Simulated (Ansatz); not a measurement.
Theory: DFT PBE, scalar-relativistic, plane waves, PAW (Ansatz). All cells share a 420 eV cutoff and Γ-centred k meshes spaced about 0.3 Å⁻¹ or finer (0.25 for metals, 2π included). No spin polarisation in the final relaxations.

All energies are static (0 K, no zero-point motion). All come from trial cells, and lower structures may exist.

**Question.** Order these relaxed structures of TiSi₆Mo by energy, lowest first, with the energy over the lowest of them.
A.

```
Ti Si Mo
1.0
     3.89988    0.00000    0.00000
     0.00000    1.71881    8.73165
     0.00000   -1.71881    8.73165
Ti Si Mo
1 6 1
Cartesian
  0.0000 0.0000 1.3459
  0.0000 0.0000 12.0288
  0.0000 0.0000 14.4146
  1.9499 0.0000 5.4800
  1.9499 0.0000 3.1452
  0.0000 0.0000 7.9259
  1.9499 0.0000 9.4557
  1.9499 0.0000 16.0572
```

B.

```
Ti Si Mo
1.0
     3.71553    2.14516    2.49398
    -3.71553    2.14516    2.49398
     0.00000   -4.29032    2.49398
Ti Si Mo
1 6 1
Direct
  0.71018 0.71018 0.71018
  0.90380 0.23074 0.56940
  0.56940 0.90380 0.23074
  0.23074 0.56940 0.90380
  0.56940 0.23074 0.90380
  0.23074 0.90380 0.56940
  0.90380 0.56940 0.23074
  0.09785 0.09785 0.09785
```

C.

```
Ti Si Mo
1.0
     3.32785    0.00000    0.00000
     0.00000    3.32785    0.00000
     0.00000    0.00000   10.21877
Ti Si Mo
1 6 1
Direct
  0.00000 0.00000 0.00000
  0.50000 0.50000 0.87125
  0.50000 0.50000 0.12875
  0.00000 0.00000 0.75224
  0.00000 0.00000 0.24776
  0.50000 0.50000 0.62644
  0.50000 0.50000 0.37356
  0.00000 0.00000 0.50000
```

**Answer.** A (0 meV/atom), C (17 meV/atom), B (105 meV/atom). Forms: A Amm2; C P4/mmm; B R3m. Counting Si atoms around Mo and Ti (those within 1.25 times the shortest such distance or 1.15 times the sum of covalent radii): A has Ti 10, Mo 10; C has Ti 10, Mo 10; B has Ti 12, Mo 12. A holds Si–Si nets (shortest 2.33 Å); C holds Si–Si bonds in all directions (shortest 2.50 Å); B holds Si–Si bonds in all directions (shortest 2.43 Å).

With atoms moved at random, P4/mmm came back. The Amm2 cell has imaginary phonons, to 111i cm⁻¹ on its k mesh, which in a cell without a gap can be an artefact. Without a clear test, and held by symmetry: R3m. Some types were kept out of the candidates beforehand, so the set may lack a known form.
